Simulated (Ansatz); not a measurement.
# Structure relaxation, WSe₂

The start is a generated trial cell of WSe2 in the anatase structure type. A full variable-cell relaxation at zero pressure is run with PBEsol (plane waves to 420 eV, PAW, scalar-relativistic; Ansatz, a program for electronic structure). The first steps use a coarse 6×6×6 k-mesh.

Starting cell:
```
CELL_PARAMETERS angstrom
     -2.55420     2.55420     6.42026
      2.55420    -2.55420     6.42026
      2.55420     2.55420    -6.42026
ATOMIC_POSITIONS crystal
  W  0.50000 0.50000 0.00000
  W  0.25000 0.75000 0.50000
  Se 0.29190 0.29190 0.00000
  Se 0.04190 0.54190 0.50000
  Se 0.45810 0.95810 0.50000
  Se 0.70810 0.70810 0.00000
```

```yaml
initial_pressure: "-12 GPa (negative: the cell is under tension)"
largest_initial_force: about 0.9 eV/Å, on Se3, Se4, Se5, Se6 (atoms numbered as listed)
volume_change: -32.2 %, from 27.92 to 18.94 Å³/atom
Shortest distances (start → end): "The closest pairs of elements (up to four, under 3.6 Å), start → end: Se–W 2.61 → 2.51 Å; Se–Se 3.33 → 3.04 Å; W–W 4.10 → 3.38 Å"
band_gap_at_the_end: zero (metallic)
optimiser_moves: 17
```

Relaxed structure:

```cif
data_Se8W4
_chemical_formula_sum 'W4 Se8'
_space_group_name_H-M_alt 'I41/amd :1'
_space_group_IT_number 141
_space_group_name_Hall 'I 4bw 2bw -1bw'
_cell_length_a 4.98159
_cell_length_b 4.98159
_cell_length_c 9.15685
_cell_angle_alpha 90.000
_cell_angle_beta 90.000
_cell_angle_gamma 90.000
loop_
_atom_site_label
_atom_site_type_symbol
_atom_site_symmetry_multiplicity
_atom_site_Wyckoff_symbol
_atom_site_fract_x
_atom_site_fract_y
_atom_site_fract_z
_atom_site_occupancy
W1 W 4 b 0.00000 0.00000 0.50000 1
Se1 Se 8 e 0.00000 0.00000 0.21993 1
```
(The calculation used a cell of 6 atoms; values per cell refer to that cell.)

Final values are on a 13×13×13 k-mesh of the relaxed cell. No spin polarisation in the result.

The run could not lose the symmetry of its start, so the end can be a saddle point.

The relaxed structure here is a generated cell of WSe2: the first start was made by placing the elements on the sites of a structure type, and the end was not matched to a known phase here, so it may be hypothetical. Known forms of WSe2 include space group No. 194.
